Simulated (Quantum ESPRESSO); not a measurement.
LiRu4InAlMo, input and log of a self-consistent run

Computed values, not a measurement. The program is pw.x of Quantum ESPRESSO 7.5 (plane-wave density functional theory). The cell is made up: eight metal atoms on a hexagonal close-packed lattice, with elements, volume, strain and displacements drawn at random and not relaxed, so it may be unstable or far from any real phase. PseudoDojo standard norm-conserving files set the functional (PBE unless stated); there is no spin polarisation or spin-orbit coupling, the Fermi-Dirac width of 0.25 eV means electrons at about 2900 K, and the masses in the input are unused placeholders. A spin test at this wide smearing found no moment, but such smearing suppresses magnetism that the real alloy may have.

Input:

```
&control calculation='scf', pseudo_dir='./dojo.nc.sr.pbe.v0_5.standard.upf', outdir='./o', disk_io='minimal', tprnfor=.true., tstress=.true. /
&system ibrav=0, nat=8, ntyp=5, nbnd=63, ecutwfc=84.00895049, nosym=.true., tot_charge=0,
 occupations='smearing', smearing='fd', degauss=0.0183746611
/
&electrons conv_thr=1.470e-08, electron_maxstep=70, mixing_beta=0.5 /
ATOMIC_SPECIES
Al 1.0 Al.upf
In 1.0 In.upf
Li 1.0 Li.upf
Mo 1.0 Mo.upf
Ru 1.0 Ru.upf
CELL_PARAMETERS angstrom
2.7825 -0.0011 0.0376
-0.0019 4.9714 0.0298
0.1255 0.0574 9.5795
ATOMIC_POSITIONS angstrom
Li -0.007 0.0432 -0.0694
Ru 0.0879 0.1213 4.8316
In -0.0297 1.5921 2.4327
Ru 0.1375 1.6867 7.1372
Ru 1.3614 2.5722 -0.0153
Ru 1.376 2.4386 4.7784
Al 1.5373 4.2475 2.396
Mo 1.4977 4.2214 7.1498
K_POINTS automatic
8 5 3 1 1 1
```

The log is shortened where brackets say so; the opening notice, blank lines, dates and the lines on written files are dropped, and the path of the files is cut. It prints rydbergs, bohrs and kilobars, and counts compression as positive stress. Its total energy is the free energy E - TS of the whole cell.

```
     Program PWSCF v.7.5
     Parallel version (MPI & OpenMP), running on       4 processor cores
     Number of MPI processes:                 4
     Threads/MPI process:                     1
     [start-up lines left out]
     bravais-lattice index     =            0
     lattice parameter (alat)  =       5.2586  a.u.
     unit-cell volume          =     894.0478 (a.u.)^3
     number of atoms/cell      =            8
     number of atomic types    =            5
     number of electrons       =        97.00
     number of Kohn-Sham states=           63
     kinetic-energy cutoff     =      84.0090  Ry
     charge density cutoff     =     336.0358  Ry
     scf convergence threshold =      1.5E-08
     mixing beta               =       0.5000
     number of iterations used =            8  plain     mixing
     Exchange-correlation= PBE
                           (   1   4   3   4   0   0   0)
     [axes and pseudopotential details left out]
   Cartesian axes
     site n.     atom                  positions (alat units)
         1        Li     tau(   1) = (  -0.0025155   0.0155242  -0.0249393  )
         2        Ru     tau(   2) = (   0.0315874   0.0435899   1.7362654  )
         3        In     tau(   3) = (  -0.0106729   0.5721310   0.8742058  )
         4        Ru     tau(   4) = (   0.0494115   0.6061261   2.5647971  )
         5        Ru     tau(   5) = (   0.4892275   0.9243360  -0.0054981  )
         6        Ru     tau(   6) = (   0.4944741   0.8763260   1.7171477  )
         7        Al     tau(   7) = (   0.5524383   1.5263655   0.8610175  )
         8        Mo     tau(   8) = (   0.5382078   1.5169863   2.5693250  )
     number of k points=    60  Fermi-Dirac smearing, width (Ry)=  0.0184
                       cart. coord. in units 2pi/alat
        k(    1) = (   0.0618890   0.0557156   0.0472704), wk =   0.0333333
        k(    2) = (   0.0645069   0.0568777  -0.1464312), wk =   0.0333333
     [further k points left out]
     Dense  grid:    93085 G-vectors     FFT dimensions: (  32,  60, 108)
     Estimated max dynamical RAM per process >     319.79 MB
     Estimated total dynamical RAM >       1.18 GB
     Initial potential from superposition of free atoms
     starting charge      96.9846, renormalised to      97.0000
     Starting wfcs are   65 randomized atomic wfcs
     total cpu time spent up to now is        6.1 secs
     per-process dynamical memory:   259.5 Mb
     Self-consistent Calculation
     iteration #  1     ecut=    84.01 Ry     beta= 0.50
     Davidson diagonalization with overlap
     ethr =  1.00E-02,  avg # of iterations =  6.1
     total cpu time spent up to now is       21.7 secs
     total energy              =   -1100.42691337 Ry
     estimated scf accuracy    <       1.39955435 Ry
     iteration #  2     ecut=    84.01 Ry     beta= 0.50
     Davidson diagonalization with overlap
     ethr =  1.44E-03,  avg # of iterations =  5.2
     total cpu time spent up to now is       37.0 secs
     total energy              =   -1097.94083089 Ry
     estimated scf accuracy    <      75.70910845 Ry
     iteration #  3     ecut=    84.01 Ry     beta= 0.50
     Davidson diagonalization with overlap
     ethr =  1.44E-03,  avg # of iterations =  3.3
     total cpu time spent up to now is       51.2 secs
     total energy              =   -1100.77517658 Ry
     estimated scf accuracy    <       3.36486875 Ry
     iteration #  4     ecut=    84.01 Ry     beta= 0.50
     Davidson diagonalization with overlap
     ethr =  1.44E-03,  avg # of iterations =  2.1
     total cpu time spent up to now is       63.1 secs
     total energy              =   -1100.88415770 Ry
     estimated scf accuracy    <       1.77453727 Ry
     iteration #  5     ecut=    84.01 Ry     beta= 0.50
     Davidson diagonalization with overlap
     ethr =  1.44E-03,  avg # of iterations =  1.0
     total cpu time spent up to now is       73.2 secs
     total energy              =   -1100.99042121 Ry
     estimated scf accuracy    <       0.73228683 Ry
     [iterations 6 to 14 left out]
     iteration # 15     ecut=    84.01 Ry     beta= 0.50
     Davidson diagonalization with overlap
     ethr =  2.02E-10,  avg # of iterations =  2.0
     total cpu time spent up to now is      188.5 secs
     total energy              =   -1101.04495116 Ry
     estimated scf accuracy    <       0.00000019 Ry
     iteration # 16     ecut=    84.01 Ry     beta= 0.50
     Davidson diagonalization with overlap
     ethr =  1.92E-10,  avg # of iterations =  1.8
     total cpu time spent up to now is      199.1 secs
     total energy              =   -1101.04495116 Ry
     estimated scf accuracy    <       0.00000039 Ry
     iteration # 17     ecut=    84.01 Ry     beta= 0.50
     Davidson diagonalization with overlap
     ethr =  1.92E-10,  avg # of iterations =  1.1
     total cpu time spent up to now is      209.1 secs
     total energy              =   -1101.04495118 Ry
     estimated scf accuracy    <       0.00000008 Ry
     iteration # 18     ecut=    84.01 Ry     beta= 0.50
     Davidson diagonalization with overlap
     ethr =  8.45E-11,  avg # of iterations =  1.0
     total cpu time spent up to now is      219.1 secs
     total energy              =   -1101.04495118 Ry
     estimated scf accuracy    <       0.00000003 Ry
     iteration # 19     ecut=    84.01 Ry     beta= 0.50
     Davidson diagonalization with overlap
     ethr =  3.43E-11,  avg # of iterations =  1.0
     total cpu time spent up to now is      229.0 secs
     End of self-consistent calculation
     [lines on levels left out]
!    total energy              =   -1101.04495117 Ry
     estimated scf accuracy    <       0.00000001 Ry
     smearing contrib. (-TS)   =      -0.11712903 Ry
     internal energy E=F+TS    =   -1100.92782214 Ry
     The total energy is F=E-TS. E is the sum of the following terms:
     one-electron contribution =    -513.31325572 Ry
     hartree contribution      =     307.55200424 Ry
     xc contribution           =    -202.26899568 Ry
     ewald contribution        =    -692.89757498 Ry
     convergence has been achieved in  19 iterations
     Forces acting on atoms (cartesian axes, Ry/au):
     atom    1 type  3   force =     0.00118438    0.00407271   -0.00185596
     atom    2 type  5   force =    -0.00595564   -0.03109439    0.03233634
     atom    3 type  2   force =     0.01357040    0.05731997   -0.02959412
     atom    4 type  5   force =    -0.01078499    0.00816986   -0.00813730
     atom    5 type  5   force =     0.00500143    0.01508791   -0.02984870
     atom    6 type  5   force =     0.01791658    0.03278492    0.05661233
     atom    7 type  1   force =    -0.01677838   -0.06755522    0.02357008
     atom    8 type  4   force =    -0.00415377   -0.01878576   -0.04308267
     Total force =     0.141547     Total SCF correction =     0.000625
     Computing stress (Cartesian axis) and pressure
          total   stress  (Ry/bohr**3)                   (kbar)     P=     -122.46
  -0.00033020   0.00008511  -0.00009320          -48.57       12.52      -13.71
   0.00008511  -0.00063095  -0.00005071           12.52      -92.82       -7.46
  -0.00009320  -0.00005071  -0.00153619          -13.71       -7.46     -225.98
     init_run     :      5.75s CPU      5.95s WALL (       1 calls)
     electrons    :    221.64s CPU    222.94s WALL (       1 calls)
     forces       :      1.49s CPU      1.50s WALL (       1 calls)
     stress       :      5.09s CPU      5.10s WALL (       1 calls)
     [timing details left out]
     PWSCF        :   3m54.18s CPU   3m55.72s WALL
     JOB DONE.
```

In other units: free energy -14980.480 eV for the cell, pressure -12.25 GPa, largest force component 1.737 eV/Å in size. The run took 238 s of wall time with four MPI processes on a shared machine (Intel Xeon, 2023 or later, virtual cores), so the time is rough. A rerun of this cell at a higher cutoff and on a denser mesh moved values by no more than 0.006 eV in energy, 0.04 GPa in stress and 0.009 eV/Å in force, and a second program with other atomic files agreed on that cell to 2 % rms in force and 0.5 GPa in pressure.